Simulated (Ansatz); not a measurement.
Ga₄As₃P as one 8-atom ordering (I-42m) on the zincblende lattice, relaxed with r2SCAN. It is tetragonal, I-42m (No. 121); conventional cell a = 5.612 Å, c = 11.221 Å, 22.09 Å³ an atom. Around P lie 4 Ga at 2.38 Å; around Ga lie 1 P at 2.38 Å and 3 As at 2.44–2.46 Å; around As lie 4 Ga at 2.44 Å; around As lie 4 Ga at 2.46 Å.

```
P Ga As
1.0
    -2.80589    2.80589    5.61063
     2.80589   -2.80589    5.61063
     2.80589    2.80589   -5.61063
P Ga As
1 4 3
Direct
  0.00000 0.00000 0.00000
  0.63332 0.63332 0.51236
  0.87903 0.36668 0.00000
  0.12097 0.12097 0.48764
  0.36668 0.87903 0.00000
  0.25000 0.75000 0.50000
  0.50000 0.50000 0.00000
  0.75000 0.25000 0.50000
```

3 runs of the PAW code Ansatz on this cell differ in the functional (and in the settings that go with it). Levels are in eV from each run's valence top; v1 is the last filled band, c1 the first empty one.

Run A, mean stress +0.6 GPa (compression positive):

| point | v5 | v3 | v1 | c1 | c2 | c3 |
| --- | --- | --- | --- | --- | --- | --- |
| Γ | -2.89 | 0.00 | 0.00 | 1.69 | 2.11 | 2.36 |
| X | -1.38 | -1.16 | -1.06 | 1.91 | 1.91 | 3.53 |
| P | -2.29 | -1.41 | -1.10 | 2.84 | 3.07 | 3.07 |
| N | -2.60 | -2.39 | -1.24 | 3.86 | 3.93 | 4.10 |
| M | -2.83 | -1.92 | -1.67 | 1.99 | 2.20 | 2.38 |
| S | -3.05 | -2.26 | -1.11 | 2.36 | 3.61 | 3.89 |

Run B, mean stress +2.7 GPa (compression positive):

| point | v5 | v3 | v1 | c1 | c2 | c3 |
| --- | --- | --- | --- | --- | --- | --- |
| Γ | -2.66 | 0.00 | 0.00 | 0.79 | 1.51 | 1.69 |
| X | -1.27 | -1.08 | -0.98 | 1.13 | 1.15 | 2.72 |
| P | -2.16 | -1.30 | -1.02 | 2.03 | 2.27 | 2.27 |
| N | -2.41 | -2.22 | -1.17 | 3.04 | 3.13 | 3.30 |
| M | -2.60 | -1.78 | -1.55 | 1.40 | 1.60 | 1.70 |
| S | -2.84 | -2.08 | -1.04 | 1.71 | 2.86 | 3.00 |

Run C, mean stress 0.0 GPa (compression positive):

| point | v5 | v3 | v1 | c1 | c2 | c3 |
| --- | --- | --- | --- | --- | --- | --- |
| Γ | -2.76 | 0.00 | 0.00 | 1.29 | 1.79 | 1.97 |
| X | -1.32 | -1.12 | -1.03 | 1.50 | 1.52 | 3.07 |
| P | -2.20 | -1.35 | -1.06 | 2.39 | 2.63 | 2.63 |
| N | -2.48 | -2.29 | -1.20 | 3.36 | 3.46 | 3.64 |
| M | -2.71 | -1.84 | -1.61 | 1.68 | 1.88 | 1.99 |
| S | -2.92 | -2.16 | -1.07 | 1.98 | 3.20 | 3.38 |

Question: Match the runs to PBE, r2SCAN, HSE06.

Answer: A is HSE06, B is PBE, C is r2SCAN. In order of the gap: PBE 0.79, r2SCAN 1.29, HSE06 1.69 eV. The stress vanishes for r2SCAN, which relaxed the cell.

These are computed values for a spin-unpolarised cell that may be hypothetical; none is a measurement.

Spin-orbit coupling is left out.

The stress of a hybrid is loosely converged in these runs.
